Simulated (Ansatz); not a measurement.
CuCl (zinc blende)

```
CELL_PARAMETERS angstrom
      0.00000     2.71202     2.71202
      2.71202     0.00000     2.71202
      2.71202     2.71202     0.00000
ATOMIC_POSITIONS crystal
  Cl 0.75000 0.75000 0.75000
  Cu 0.00000 0.00000 0.00000
```

E(V) scan at fixed shape, V₀ the volume above. Symmetry pins the atoms to their sites.

Computed with PBE (plane waves to 420 eV, PAW, scalar-relativistic; Ansatz, a quantum-chemistry and plane-wave program). k mesh 11×11×11 (Γ-centred), Fermi-Dirac smearing 0.05 eV. E stands for the smeared free energy. Compression counts positive. CuCl is run without spin polarisation. CuCl was relaxed with its symmetry unable to fall. The zero of ΔE is the relaxed starting cell.

```tsv
V (Å³/atom)	ΔE (meV/atom)
17.952	37.6
18.285	25.2
18.617	15.5
18.950	withheld
19.282	3.6
19.614	0.9
19.947	0.0
20.279	0.8
20.612	3.1
20.944	6.9
21.277	11.8
21.609	17.9
21.942	24.9
```

Problem. Fit a third-order Birch-Murnaghan form (E₀, V₀, B₀, B₀′ free) to the given rows and predict ΔE at V = 18.950.

Solution. Least squares on the 12 given rows: ΔE = E₀ + (9V₀B₀/16)·y²·[2 + (B₀′ − 4)y], y = (V₀/V)^(2/3) − 1, with V₀ = 19.947 Å³/atom, B₀ = 48.68 GPa (160.2 GPa = 1 eV/Å³; the term in eV is multiplied by 1000), B₀′ = 5.15, E₀ = 0.00 meV/atom; root-mean-square residual 0.03 meV/atom. At 18.950 the fit gives 8.4 meV/atom; the calculation gives 8.4 meV/atom, the same to the digits shown. For the pressure the fit gives 2.85 GPa against the computed 2.85 GPa.

(A scan under strain: stresses follow from slopes of the energy per volume, elastic moduli from its curvatures.)
